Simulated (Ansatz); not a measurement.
GaAs (zinc blende), relaxed with PBE (Ansatz, a program for electronic structure, plane waves, PAW): a = b = c = 5.7445 Å, α = β = γ = 90.00°.

- gap (eV): 0.16
- B₀ by P(V) fit (GPa): 60.2
- electron conductivity mass (mₑ): 0.010

**Question.** The same phase is relaxed and computed with r²SCAN in the same code. What are the cell and these values now?

**Answer.** a = 5.666 Å, b = 5.666 Å, c = 5.666 Å, α = 90.00°, β = 90.00°, γ = 90.00°.

* **gap (eV)**: 0.96
* **B₀ by P(V) fit (GPa)**: 72.3
* **electron conductivity mass (mₑ)**: 0.051

All cells were relaxed under the symmetry of their starts (and spin orders); stability against distortions was not tested throughout. Scalar-relativistic: spin–orbit coupling is off unless named, which matters more the heavier the elements.

Potentials: the later of the program's two PAW sets.

Ansatz is a plane-wave DFT program.
